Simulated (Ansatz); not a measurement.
Si:
```yaml
crystal:
  lattice:
    - [0.00000, 7.34390, 7.34390]
    - [7.34390, 0.00000, 7.34390]
    - [7.34390, 7.34390, 0.00000]
  atoms:
    - { symbol: Si, position: [0.50000, 0.50000, 0.50000] }
    - { symbol: Si, position: [0.75000, 0.75000, 0.75000] }
    - { symbol: Si, position: [0.38951, 0.38951, 0.38951] }
    - { symbol: Si, position: [0.41853, 0.86049, 0.86049] }
    - { symbol: Si, position: [0.38951, 0.38951, 0.83147] }
    - { symbol: Si, position: [0.86049, 0.41853, 0.86049] }
    - { symbol: Si, position: [0.83147, 0.38951, 0.38951] }
    - { symbol: Si, position: [0.86049, 0.86049, 0.86049] }
    - { symbol: Si, position: [0.38951, 0.83147, 0.38951] }
    - { symbol: Si, position: [0.86049, 0.86049, 0.41853] }
    - { symbol: Si, position: [0.36435, 0.75324, 0.75324] }
    - { symbol: Si, position: [0.12083, 0.49676, 0.88565] }
    - { symbol: Si, position: [0.75324, 0.36435, 0.12917] }
    - { symbol: Si, position: [0.49676, 0.12083, 0.49676] }
    - { symbol: Si, position: [0.12917, 0.75324, 0.75324] }
    - { symbol: Si, position: [0.49676, 0.88565, 0.49676] }
    - { symbol: Si, position: [0.75324, 0.12917, 0.36435] }
    - { symbol: Si, position: [0.88565, 0.49676, 0.12083] }
    - { symbol: Si, position: [0.75324, 0.36435, 0.75324] }
    - { symbol: Si, position: [0.88565, 0.12083, 0.49676] }
    - { symbol: Si, position: [0.12917, 0.75324, 0.36435] }
    - { symbol: Si, position: [0.49676, 0.49676, 0.12083] }
    - { symbol: Si, position: [0.75324, 0.12917, 0.75324] }
    - { symbol: Si, position: [0.49676, 0.49676, 0.88565] }
    - { symbol: Si, position: [0.36435, 0.75324, 0.12917] }
    - { symbol: Si, position: [0.12083, 0.88565, 0.49676] }
    - { symbol: Si, position: [0.75324, 0.75324, 0.36435] }
    - { symbol: Si, position: [0.49676, 0.88565, 0.12083] }
    - { symbol: Si, position: [0.36435, 0.12917, 0.75324] }
    - { symbol: Si, position: [0.12083, 0.49676, 0.49676] }
    - { symbol: Si, position: [0.75324, 0.75324, 0.12917] }
    - { symbol: Si, position: [0.88565, 0.49676, 0.49676] }
    - { symbol: Si, position: [0.12917, 0.36435, 0.75324] }
    - { symbol: Si, position: [0.49676, 0.12083, 0.88565] }
```

Relaxed with r²SCAN.

Problem. Tabulate the valence density and the electron localisation function along the shortest Si–Si contact (2.30 Å), r²SCAN in the plane-wave PAW code Ansatz.

Solution. 

| distance from Si (Å) | density (e/Å³) | ELF |
|---|---|---|
| 0.23 | 0.09 | 0.37 |
| 0.35 | 0.17 | 0.33 |
| 0.46 | 0.29 | 0.47 |
| 0.58 | 0.43 | 0.70 |
| 0.69 | 0.53 | 0.85 |
| 0.81 | 0.59 | 0.92 |
| 0.92 | 0.61 | 0.94 |
| 1.04 | 0.61 | 0.94 |
| 1.15 | 0.61 | 0.94 |
| 1.27 | 0.61 | 0.94 |
| 1.38 | 0.60 | 0.92 |
| 1.50 | 0.58 | 0.88 |
| 1.61 | 0.52 | 0.79 |
| 1.73 | 0.41 | 0.60 |
| 1.84 | 0.28 | 0.38 |
| 1.96 | 0.17 | 0.26 |
| 2.07 | 0.09 | 0.30 |

The density is the valence pseudo-density with augmentation charge, so density and ELF within about 1 Å of a nucleus are not all-electron values.

Space group Fd-3m. The workflow started from a Materials Project entry (that database holds measured and hypothetical structures alike). Its sites differ from those of the usual phase in this space group: another stacking or structure type. The cell was relaxed with r²SCAN under the symmetry of its start; its stability against distortions is not shown here.

Potentials: the later of the program's two PAW sets.
